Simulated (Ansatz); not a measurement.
The calculation used DFT, BLYP, plane waves (420 eV) with PAW, scalar-relativistic in Ansatz. The PAW files were generated under PBE, with cores re-solved for the functional.

An element in the simple cubic structure gives this curve. The cell is scaled uniformly from the relaxed one, with fractional coordinates and shape fixed. Energies are extrapolated to zero smearing, pressures are those at the given smearing. Magnetic state: spin not included.

```csv
V (Å³/atom),E − E₀ (meV/atom),P (GPa)
17.828,12.3,1.86
18.638,4.9,1.12
19.449,1.0,0.50
20.259,0.0,-0.02
21.069,1.4,-0.46
21.880,4.8,-0.82
22.690,10.0,-1.12
```

**Question.** Which element is it?
A. lithium
B. platinum
C. palladium
D. tungsten

**Answer.** A. Its fit is V₀ = 20.17 Å³/atom, B₀ = 12.1 GPa, B₀′ = 3.4.
